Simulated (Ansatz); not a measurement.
BP (zinc blende)

```yaml
crystal:
  lattice:
    - [0.00000, 2.26828, 2.26828]
    - [2.26828, 0.00000, 2.26828]
    - [2.26828, 2.26828, 0.00000]
  atoms:
    - { symbol: P, position: [0.75000, 0.75000, 0.75000] }
    - { symbol: B, position: [0.00000, 0.00000, 0.00000] }
```

In each cell atom 2 (B, nearest neighbour P at 1.964 Å; its periodic images, 3.2 Å or more away, move with it) moves by s·(0.577, 0.577, 0.577) (along Cartesian [111]), the rest being held.

Method: r2SCAN (plane waves to 500 eV, PAW, scalar-relativistic; Ansatz, a quantum-chemistry and plane-wave program). k mesh 10×10×10 (Γ-centred), Fermi-Dirac smearing 0.05 eV. Energies are smeared free energies. Compression counts positive. Left out: 1 of 11 points, with atoms too close for the PAW data. As the smearing reaches across the gap at some points, energies and forces of such displacements shift with the k mesh and the smearing. F∥ is the force on the atom along that direction. BP was relaxed with its symmetry unable to fall. ΔE is measured from the undisplaced structure.

| s (Å) | ΔE (meV/cell) | P (GPa) | F∥ (eV/Å) |
|---|---|---|---|
| -0.472 | 3543 | 39.0 | 18.761 |
| -0.354 | 1771 | 18.5 | 11.668 |
| -0.236 | 705 | 7.1 | 6.669 |
| -0.118 | 156 | 1.5 | 2.812 |
| 0.000 | 0 | 0.0 | 0.000 |
| 0.118 | 120 | 1.0 | -1.872 |
| 0.236 | 404 | 3.4 | -2.770 |
| 0.354 | 748 | 6.3 | -2.976 |
| 0.472 | 1078 | 9.0 | -2.607 |
| 0.590 | 1350 | 11.0 | -1.888 |

Key numbers:

Energy at s = 0.590 Å: 1350 meV/cell
Force along the line at s = -0.472 Å: 18.8 eV/Å
Symmetry of the curve: not even: the negative side lies higher at ±0.472 Å
Shape of the curve: a single well with its minimum at or next to zero displacement
Force constant k = d²E/ds² at s = 0 (finite differences): 19.8 eV/Å²
Harmonic estimate at the end of the scan: ½ks² = 3446 meV/cell against the computed 1350 meV/cell, so the well is softer than harmonic there
Zone-centre optical wavenumber from k: 820 cm⁻¹

(For displaced atoms, the force is minus the slope of the energy, and its curvature is a force constant, which sets phonon frequencies.)
